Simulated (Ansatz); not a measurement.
Ru₂C:
```
Ru2C
1.0
    2.77003     0.00000     0.00000
   -1.38501     2.39892     0.00000
    0.00000     0.00000     4.96495
C Ru
1 2
Cartesian
  0.00000   0.00000   0.00000
  0.00000   1.59928   1.32217
  1.38501   0.79964   3.64278
```

Relaxed with PBEsol. Special points in fractions of this cell's reciprocal vectors: Γ (0.000, 0.000, 0.000); M (0.500, 0.000, 0.000); K (0.333, 0.333, 0.000); A (0.000, 0.000, 0.500); L (0.500, 0.000, 0.500); H (0.333, 0.333, 0.500).

### Question
List the band energies nearest the Fermi level at these points for plane-wave PAW PBEsol with spin–orbit coupling (Ansatz code).

### Answer
In eV from the Fermi level; about four levels below and three above (degenerate sets whole), none deeper than 8.9 eV; points with the same levels are listed once.

| k | below | above |
|---|---|---|
| Γ | -0.90 -0.90 -0.84 -0.84 | 0.10 0.10 5.08 5.08 |
| M | -3.36 -3.36 -2.48 -2.48 | 0.13 0.13 0.33 0.33 |
| K | -0.67 -0.67 -0.56 -0.56 | 2.01 2.01 2.05 2.05 |
| A | -0.51 -0.51 -0.37 -0.37 | 1.47 1.47 4.09 4.09 4.09 4.09 |
| L | -1.66 -1.66 -1.45 -1.45 | 0.98 0.98 0.98 0.98 |
| H | -3.16 -3.16 -1.55 -1.55 | 0.17 0.17 0.19 0.19 |

Space group P-3m1. A made-up cell: these elements were put on the sites of a structure type; neither database checked (COD, Materials Project) lists it. Whether it is the stable phase at ambient conditions was not checked. Symmetry was held in the PBEsol relaxation; its stability against distortions is not shown here. No spin polarisation was allowed.

Potentials: the earlier of the program's two PAW sets. The files were generated under PBE; for other functionals the program regenerates the frozen cores, and for LDA and PBEsol the local potential too.
